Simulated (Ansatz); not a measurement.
What internal relaxation does to the elastic constants of Ta₄C₃

The calculation used DFT LDA, scalar-relativistic, plane waves, PAW (Ansatz 0.2.0). Cutoff 420 eV, 12×12×12 k-points (Γ-centred), Fermi-Dirac smearing of 0.15 eV. No spin polarisation.

Equilibrium structure at this level:
```
Ta C
1.0
     1.54263    0.89064   10.09481
    -1.54263    0.89064   10.09481
     0.00000   -1.78128   10.09481
Ta C
4 3
Direct
  0.37347 0.37347 0.37347
  0.62430 0.62430 0.62430
  0.20963 0.20963 0.20963
  0.79437 0.79437 0.79437
  0.50274 0.50274 0.50274
  0.99595 0.99595 0.99595
  0.08454 0.08454 0.08454
```

In a metal, frequencies and elastic constants depend on the k mesh and the smearing, soft modes and shear constants most. Spin–orbit coupling is left out, which can shift energies with elements as heavy as these.

Clamped-ion constants (GPa, Voigt order; atoms follow the strain homogeneously):
```
591.4 183.9 205.5  16.2   0.0   0.0
183.9 591.4 205.5 -16.2   0.0   0.0
205.4 205.4 575.5   0.0   0.0   0.0
 16.2 -16.2   0.0 206.1   0.0   0.0
  0.0   0.0   0.0   0.0 206.1  16.2
  0.0   0.0   0.0   0.0  16.2 203.8
```

What are the constants once the atoms relax in each strained cell?

## Answers

C11 = 560.7, C12 = 180.6, C13 = 190.8, C14 = -6.5, C22 = 560.7, C23 = 190.8, C24 = 6.5, C33 = 554.1, C44 = 129.5, C55 = 129.5, C56 = -6.4, C66 = 190.1 GPa; the others vanish.
The Voigt shear modulus goes from 200.8 to 164.0 GPa and the Voigt bulk modulus from 327.6 to 311.1 GPa. Relaxation subtracts ΛᵀK⁻¹Λ/V, with Λ the forces that a strain puts on the atoms and K the zone-centre force constants. At a stable cell this can only lower the diagonal constants, and it acts only for strains that share their symmetry with an optical mode; elsewhere, and where the coupling is weak, the constants hardly move.

Cost: 2 runs of about 41 core-minutes in all, on Intel Xeon Platinum 8488C (Sapphire Rapids), AMD EPYC 9R45 (Zen 5) (shared hosts).